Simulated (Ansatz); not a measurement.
PtSe$_{2}$ (rutile, P4_2/mnm) at seven volumes, plane-wave PAW HSE06 (Ansatz code), shape and atoms relaxed at each. One row is withheld.

```
V (Å³/atom)  P (GPa)
-----------  -------
19.476         12.80
20.118          7.80
20.760          3.59
21.402          0.00
22.045             ?
22.687         -5.46
23.329         -7.35
```

**Question.** Fit the shown pressures and predict the withheld one.

**Answer.** Third-order Birch–Murnaghan: P = (3/2)B₀(x^(7/2) − x^(5/2))[1 + (3/4)(B′ − 4)(x − 1)] with x = (V₀/V)^(2/3). Least squares on the six rows gives V₀ = 21.407 Å³/atom, B₀ = 107.0 GPa, B′ = 5.02. At V = 22.045, x = 0.9806 and P = -2.92 GPa. The run itself gave -2.99 GPa.

A made-up cell: these elements were put on the sites of a structure type; neither database checked (COD, Materials Project) lists it. COD files the formula under space group No. 164. Its standing as an ambient phase is unchecked. Symmetry was held in the HSE06 relaxation; whether a distortion lowers the energy is not shown. No spin polarisation was allowed. The hybrid run found no gap, on a coarse k-mesh. Scalar-relativistic: spin–orbit coupling is off unless named, which matters more the heavier the elements.

Potentials: the later of the program's two PAW sets.
